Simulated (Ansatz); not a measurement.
TiO2 (rutile)

```xyz
6
Lattice="4.5967 0.0000 0.0000 0.0000 4.5967 0.0000 0.0000 0.0000 2.9537" Properties=species:S:1:pos:R:3 pbc="T T T"
Ti     0.0000     0.0000     0.0000
Ti     2.2984     2.2984     1.4768
O      1.4002     1.4002     0.0000
O      3.6986     0.8981     1.4768
O      0.8981     3.6986     1.4768
O      3.1965     3.1965     0.0000
```

The slice is a (-1 2 0) plane (indices of the conventional cell) through the point (0.500, 0.500, 0.500) (fractional), spanned by u = [001] and v = [210] in vectors of this cell: u (2.95 Å) and v (10.28 Å, at 90° to u). It covers one period; positions are fractions (u, v).

All values below come from r2SCAN (plane waves to 500 eV, PAW, scalar-relativistic; Ansatz, a first-principles code). k mesh 7×7×11. Inside the PAW spheres the values are not all-electron values, and peaks at nuclei hang on which shells count as valence. TiO2 is run without spin polarisation. TiO2 was relaxed with its symmetry unable to fall.

### Question
Around which element is the density of the lowest conduction band (whole band as if filled, smooth part) largest on this plane?

### Answer
Ti. Mean over a disc round each atom, of radius 0.45 times the shortest bond: Ti 0.063, O 0.011 e/Å³.

### Question
Around which element is the density of the highest valence band (whole band, smooth part) largest on this plane?

### Answer
O. Mean over a disc round each atom, of radius 0.45 times the shortest bond: O 0.124, Ti 0.003 e/Å³.

### Question
Predict the map of the density of the highest valence band (whole band, smooth part) on the slice.

### Answer
```
|        |
|   ...  |
|   =%=  |
|   =@=  |
|   .:.  |
|        |
|.       |
|+-     -|
|::     :|
|#=     =|
|%=     =|
|..     .|
|        |
|        |
|        |
|..     .|
|%=     =|
|#=     =|
|::     :|
|+-     -|
|.       |
|        |
|   .:.  |
|   =@=  |
|   =%=  |
|   ...  |
|        |
|        |
```
Scale: ten equal steps from 0.001 (start of ' ') to 0.357 (end of '@'), in the order ' .:-=+*#%@'. Values: density of the highest valence band (whole band, smooth part) in e/Å³. The map has 8 points along u (one character each, u = 0 at the left) and 28 along v (v = 0 in the bottom row).
